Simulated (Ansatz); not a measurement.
# LaP: stiffness from a series of strains

```
CELL_PARAMETERS angstrom
0.00000 3.01250 3.01250
3.01250 0.00000 3.01250
3.01250 3.01250 0.00000
ATOMIC_POSITIONS crystal
La 0.00000 0.00000 0.00000
P 0.50000 0.50000 0.50000
```

Atom numbers follow the list: La1, P2.

The conventional cell has a = 6.025 Å, b = 6.025 Å, c = 6.025 Å, α = 90.00°, β = 90.00°, γ = 90.00°. La (atom 1) is surrounded by 6 P at 3.01 Å. P (atom 2) has 6 La at 3.01 Å as nearest neighbours.

The cell comes from COD entry 1538844, which wasn't checked; take it as a given geometry.

Spin–orbit coupling is left out, though it moves levels of the heavy atoms by tenths of an eV or more.

The calculation used DFT, LDA, all-electron LAPW, scalar-relativistic (Ansatz 0.2.0).

Settings: a Γ-centred 10×10×10 k mesh, Fermi–Dirac smearing of 0.03 eV, basis error target 1 meV/atom, no spin polarisation.

The strain is applied along the Cartesian axes of the cell as listed (the other components stay zero). Fractional coordinates are held (clamped ions).

σ is the change of stress from the unstrained cell, which is at -3.21 GPa; tension is positive, so slopes are stress–strain coefficients at that pressure. In a metal the k mesh adds noise.

Only quantities that a quadratic follows smoothly over the whole series are listed; rougher ones are left out.

```
εxx = εyy  σzz (GPa)  σxx (GPa)
  -0.0200      -0.98      -4.13
  -0.0100      -0.49      -1.93
   0.0000       0.00       0.00
   0.0200       0.93       3.17
```

Fit the series and read off the stiffness at zero strain.

Least-squares fits y = p0 + p1 x + p2 x² to the rows give σzz (GPa): p1 = 47.8, p2 = -57; σxx (GPa): p1 = 182, p2 = -1200. So 2 C12 = 48 GPa and C11 + C12 = 182 GPa.

One run, at εxx = εyy = 0.0100, is withheld. Predict its row.

The fits give 0.47, 1.71; the run gave 0.47, 1.69.
